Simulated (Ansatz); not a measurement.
Ge (diamond), conventional cell a = b = c = 5.762 Å, α = β = γ = 90.00°. The calculation uses the primitive cell of 2 atoms, to which meshes and values per cell refer.

Equation-of-state scan: isotropic scaling of the cell above, V₀ being its volume. Symmetry pins the atoms to their sites.

The numbers are results of PBE (plane waves to 420 eV, PAW, scalar-relativistic; Ansatz, an electronic-structure program), not measurements. k mesh 14×14×14 (Γ-centred), Fermi-Dirac smearing 0.05 eV. The energy includes the smearing's −TS. Ge was relaxed with its symmetry unable to fall. The PAW data are Ansatz's earlier set. The zero of ΔE is the relaxed starting cell. The last digit holds for this mesh only.

| V (Å³/atom) | ΔE (meV/atom) |
|---|---|
| 20.089 | 157.1 |
| 21.046 | 80.7 |
| 22.002 | 32.9 |
| 22.959 | 7.6 |
| 23.915 | 0.0 |
| 24.872 | 6.5 |
| 25.829 | 24.1 |
| 26.785 | 50.5 |
| 27.742 | 83.9 |

**Question.** What is the fitted pressure derivative B₀′?

**Answer.** 4.8.

**Question.** What bulk modulus B₀ follows from a third-order Birch-Murnaghan fit?

**Answer.** 58.6 GPa. Check by three points about V = 23.915 Å³/atom, step 1.913: d²E/dV² ≈ (33 − 2·0 + 24) meV / 1.913² = 0.0156 eV/Å⁶, and V·d²E/dV² × 160.2 = 59.7 GPa.

(Under strain, the slope of the energy per volume gives the stress and its curvature an elastic modulus.)
